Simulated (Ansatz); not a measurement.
## LaAs: stiffness from a series of strains

```yaml
crystal:
  lattice:
    - [0.00000, 3.06250, 3.06250]
    - [3.06250, 0.00000, 3.06250]
    - [3.06250, 3.06250, 0.00000]
  atoms:
    - { symbol: La, position: [0.00000, 0.00000, 0.00000] }
    - { symbol: As, position: [0.50000, 0.50000, 0.50000] }
```

Atoms are numbered in the order listed.

The cell is COD entry 9008656, as deposited and not checked against the literature; nothing was relaxed.

No spin–orbit coupling, which matters for the heavy atoms here.

Theory: DFT, PBEsol, all-electron LAPW, scalar-relativistic in Ansatz 0.2.0.

Sampling and basis: a Γ-centred 12×12×12 k mesh, Fermi–Dirac smearing of 0.05 eV, basis error target 1 meV/atom, no spin polarisation.

The strain is applied along the Cartesian axes of the cell as listed (the other components stay zero). Fractional coordinates are held (clamped ions).

σ is the change of stress from the unstrained cell, which is at -0.49 GPa; tension is positive, so slopes are stress–strain coefficients at that pressure. In a metal the k mesh adds noise.

Only quantities that a quadratic follows smoothly over the whole series are listed; rougher ones are left out.

```
    εzz  σzz (GPa)  σxx (GPa)
-0.0200      -3.68      -0.45
-0.0100      -1.73      -0.22
 0.0000       0.00       0.00
 0.0200       2.89       0.43
```

Task: Fit the series and read off the stiffness at zero strain.

Result: Least-squares fits y = p0 + p1 x + p2 x² to the rows give σzz (GPa): p1 = 164, p2 = -1000; σxx (GPa): p1 = 22, p2 = -27. So C11 = 164 GPa and C12 = 22 GPa, which gives B = (C11 + 2 C12)/3 = 69 GPa.

Task: One run, at εzz = 0.0100, is withheld. Predict its row.

Result: The fits give 1.55, 0.22; the run gave 1.53, 0.22.
